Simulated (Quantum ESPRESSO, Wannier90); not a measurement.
# Wannierisation of Nb (bcc (W type))

```yaml
crystal:
  lattice:
    - [-1.65881, 1.65881, 1.65881]
    - [1.65881, -1.65881, 1.65881]
    - [1.65881, 1.65881, -1.65881]
  atoms:
    - { symbol: Nb, position: [0.00000, 0.00000, 0.00000] }
```

Cell from Materials Project (mp-75), symmetrised, no further relaxation. This is the element's usual structure. Computed values, not measurements, from PBEsol: Quantum ESPRESSO (norm-conserving PseudoDojo potentials, cutoff 66 Ry, spinors with spin-orbit coupling) on a Γ-centred 10×10×10 mesh, then Wannier90. Density: 18×18×18 mesh, cold smearing 0.01 Ry.

Valence charges of the files: Nb 13. 42 bands were computed.

Isolated groups of bands, relative to the Fermi level (bands from 9 on overlap up to the last one computed):

| bands | from (eV) | to (eV) | filling | weight on atomic waves |
|---|---|---|---|---|
| 1–2 | -54.22 | -53.82 | filled | Nb 4s 94 % |
| 3–4 | -31.90 | -31.09 | filled | Nb 4p 98 % |
| 5–8 | -29.89 | -28.89 | filled | Nb 4p 98 % |

Wanted is a model with the orbitals Nb s p d, without the filled groups that are mainly made of other shells (semicore states, and anion s where it isn't named); all higher bands stay in for disentanglement.

Task: Give num_wann, exclude_bands and num_bands, and the number of electrons that the model holds.

Result: Electrons: 1×13 = 13, or 13.0 bands' worth; no gap over 0.05 eV opens at the Fermi level at this level of theory.
num_wann = 2 × (1×9) = 18.
exclude_bands = 1-8, 8 bands, so num_bands = 42 − 8 = 34.
The model holds 13 − 1×8 = 5 electrons. With the window frozen to 1.50 eV it follows pw.x to 5.7 meV rms (states up to 1.0 eV relative to the Fermi level).
